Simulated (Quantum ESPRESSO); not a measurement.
MgIn3SP3, input and log of a self-consistent run

A calculation, not a measurement. The program is pw.x of Quantum ESPRESSO 7.5 (plane-wave density functional theory). The cell is made up: 8 atoms on a zincblende/diamond lattice, with randomly drawn elements, strain and displacements, not relaxed. PseudoDojo standard norm-conserving files (v0.5 for PBE, v0.4.1 for LDA and PBEsol) set the functional; there is no spin polarisation, spin-orbit coupling or dispersion term, and the masses in the input are unused placeholders.

Input:

```
&control calculation='scf', pseudo_dir='./dojo.nc.sr.pbe.v0_5.standard.upf', outdir='./o', disk_io='low', tprnfor=.true., tstress=.true. /
&system ibrav=0, nat=8, ntyp=4, nbnd=41, ecutwfc=84.00895049, nosym=.true., tot_charge=0,
 occupations='smearing', smearing='fd', degauss=0.0018374661
/
&electrons conv_thr=7.350e-09, electron_maxstep=60, /
ATOMIC_SPECIES
In 1.0 In.upf
Mg 1.0 Mg.upf
P 1.0 P.upf
S 1.0 S.upf
CELL_PARAMETERS angstrom
5.8853 0.08 0.0056
0.0801 5.9271 -0.0886
0.0054 -0.0886 5.9892
ATOMIC_POSITIONS angstrom
Mg -0.0798 0.0213 -0.0328
In 0.0389 2.81 2.9734
In 2.9473 -0.0462 3.0007
In 2.9617 3.0577 -0.0126
S 1.4288 1.4882 1.3976
P 1.4114 4.3107 4.4116
P 4.3589 1.4062 4.479
P 4.3926 4.4639 1.4748
K_POINTS automatic
4 4 4 1 1 1
```

The log is shortened where brackets say so; the opening notice, blank lines, dates and the lines on written files are dropped, and the path of the files is cut. It prints rydbergs, bohrs and kilobars, and counts compression as positive stress.

```
     Program PWSCF v.7.5
     Parallel version (MPI & OpenMP), running on       4 processor cores
     Number of MPI processes:                 4
     Threads/MPI process:                     1
     [start-up lines left out]
     bravais-lattice index     =            0
     lattice parameter (alat)  =      11.1226  a.u.
     unit-cell volume          =    1409.2884 (a.u.)^3
     number of atoms/cell      =            8
     number of atomic types    =            4
     number of electrons       =        70.00
     number of Kohn-Sham states=           41
     kinetic-energy cutoff     =      84.0090  Ry
     charge density cutoff     =     336.0358  Ry
     scf convergence threshold =      7.3E-09
     mixing beta               =       0.7000
     number of iterations used =            8  plain     mixing
     Exchange-correlation= PBE
                           (   1   4   3   4   0   0   0)
     [axes and pseudopotential details left out]
   Cartesian axes
     site n.     atom                  positions (alat units)
         1        Mg     tau(   1) = (  -0.0135579   0.0036189  -0.0055727  )
         2        In     tau(   2) = (   0.0066091   0.4774165   0.5051780  )
         3        In     tau(   3) = (   0.5007436  -0.0078493   0.5098162  )
         4        In     tau(   4) = (   0.5031902   0.5195005  -0.0021407  )
         5        S      tau(   5) = (   0.2427518   0.2528438   0.2374510  )
         6        P      tau(   6) = (   0.2397956   0.7323841   0.7495269  )
         7        P      tau(   7) = (   0.7405732   0.2389121   0.7609781  )
         8        P      tau(   8) = (   0.7462988   0.7584126   0.2505672  )
     number of k points=    32  Fermi-Dirac smearing, width (Ry)=  0.0018
                       cart. coord. in units 2pi/alat
        k(    1) = (   0.1232031   0.1243271   0.1245710), wk =   0.0625000
        k(    2) = (   0.1229193   0.1280043   0.3703115), wk =   0.0625000
     [further k points left out]
     Dense  grid:   146649 G-vectors     FFT dimensions: (  72,  72,  72)
     Estimated max dynamical RAM per process >     292.81 MB
     Estimated total dynamical RAM >       1.04 GB
     Initial potential from superposition of free atoms
     starting charge      69.9871, renormalised to      70.0000
     Starting wfcs are   48 randomized atomic wfcs
     total cpu time spent up to now is        3.9 secs
     per-process dynamical memory:   209.9 Mb
     Self-consistent Calculation
     iteration #  1     ecut=    84.01 Ry     beta= 0.70
     Davidson diagonalization with overlap
     ethr =  1.00E-02,  avg # of iterations =  4.0
     Threshold (ethr) on eigenvalues was too large:
     Diagonalizing with lowered threshold
     Davidson diagonalization with overlap
     ethr =  7.18E-04,  avg # of iterations =  2.0
     total cpu time spent up to now is       15.8 secs
     total energy              =    -581.10554308 Ry
     estimated scf accuracy    <       0.50425903 Ry
     iteration #  2     ecut=    84.01 Ry     beta= 0.70
     Davidson diagonalization with overlap
     ethr =  7.20E-04,  avg # of iterations =  3.2
     total cpu time spent up to now is       22.4 secs
     total energy              =    -581.24464395 Ry
     estimated scf accuracy    <       0.20737666 Ry
     iteration #  3     ecut=    84.01 Ry     beta= 0.70
     Davidson diagonalization with overlap
     ethr =  2.96E-04,  avg # of iterations =  2.5
     total cpu time spent up to now is       28.8 secs
     total energy              =    -581.28467715 Ry
     estimated scf accuracy    <       0.01011798 Ry
     iteration #  4     ecut=    84.01 Ry     beta= 0.70
     Davidson diagonalization with overlap
     ethr =  1.45E-05,  avg # of iterations = 11.0
     total cpu time spent up to now is       38.4 secs
     total energy              =    -581.28785339 Ry
     estimated scf accuracy    <       0.00232840 Ry
     iteration #  5     ecut=    84.01 Ry     beta= 0.70
     Davidson diagonalization with overlap
     ethr =  3.33E-06,  avg # of iterations =  5.3
     total cpu time spent up to now is       45.7 secs
     total energy              =    -581.28828463 Ry
     estimated scf accuracy    <       0.00028093 Ry
     iteration #  6     ecut=    84.01 Ry     beta= 0.70
     Davidson diagonalization with overlap
     ethr =  4.01E-07,  avg # of iterations =  2.3
     total cpu time spent up to now is       51.7 secs
     total energy              =    -581.28831775 Ry
     estimated scf accuracy    <       0.00003741 Ry
     iteration #  7     ecut=    84.01 Ry     beta= 0.70
     Davidson diagonalization with overlap
     ethr =  5.34E-08,  avg # of iterations =  3.1
     total cpu time spent up to now is       58.0 secs
     total energy              =    -581.28832625 Ry
     estimated scf accuracy    <       0.00000169 Ry
     iteration #  8     ecut=    84.01 Ry     beta= 0.70
     Davidson diagonalization with overlap
     ethr =  2.42E-09,  avg # of iterations =  5.1
     total cpu time spent up to now is       66.7 secs
     total energy              =    -581.28832745 Ry
     estimated scf accuracy    <       0.00000040 Ry
     iteration #  9     ecut=    84.01 Ry     beta= 0.70
     Davidson diagonalization with overlap
     ethr =  5.74E-10,  avg # of iterations =  2.2
     total cpu time spent up to now is       72.8 secs
     total energy              =    -581.28832755 Ry
     estimated scf accuracy    <       0.00000004 Ry
     iteration # 10     ecut=    84.01 Ry     beta= 0.70
     Davidson diagonalization with overlap
     ethr =  6.14E-11,  avg # of iterations =  3.2
     total cpu time spent up to now is       79.5 secs
     End of self-consistent calculation
     [lines on levels left out]
!    total energy              =    -581.28832756 Ry
     estimated scf accuracy    <          6.1E-09 Ry
     smearing contrib. (-TS)   =      -0.00000000 Ry
     internal energy E=F+TS    =    -581.28832756 Ry
     The total energy is F=E-TS. E is the sum of the following terms:
     one-electron contribution =    -263.96296832 Ry
     hartree contribution      =     165.97684979 Ry
     xc contribution           =    -154.72907951 Ry
     ewald contribution        =    -328.57312951 Ry
     convergence has been achieved in  10 iterations
     Forces acting on atoms (cartesian axes, Ry/au):
     atom    1 type  2   force =    -0.00529708   -0.02058730    0.00594349
     atom    2 type  1   force =    -0.04403872    0.01859769    0.01310082
     atom    3 type  1   force =    -0.03101944   -0.01078598    0.03005902
     atom    4 type  1   force =    -0.00072201    0.00604850   -0.02749599
     atom    5 type  4   force =     0.00847126   -0.02556854   -0.00643150
     atom    6 type  3   force =     0.01752524    0.02886018    0.00723346
     atom    7 type  3   force =     0.01044663    0.01229043    0.00004776
     atom    8 type  3   force =     0.04463412   -0.00885498   -0.02245705
     Total force =     0.102536     Total SCF correction =     0.000232
     Computing stress (Cartesian axis) and pressure
          total   stress  (Ry/bohr**3)                   (kbar)     P=        4.22
   0.00003834  -0.00008787  -0.00000764            5.64      -12.93       -1.12
  -0.00008787   0.00003154   0.00017616          -12.93        4.64       25.91
  -0.00000764   0.00017616   0.00001619           -1.12       25.91        2.38
     init_run     :      3.62s CPU      3.79s WALL (       1 calls)
     electrons    :     74.92s CPU     75.65s WALL (       1 calls)
     forces       :      1.07s CPU      1.11s WALL (       1 calls)
     stress       :      3.47s CPU      3.59s WALL (       1 calls)
     [timing details left out]
     PWSCF        :   1m23.24s CPU   1m24.34s WALL
     JOB DONE.
```

In other units: free energy -7908.831 eV for the cell, pressure 0.42 GPa, largest force component 1.148 eV/Å. A rerun of the same cell at another strain at 1437 eV and a 6 x 6 x 6 mesh moved values by no more than 0.005 eV in energy, 0.02 GPa in stress and 0.002 eV/Å in force.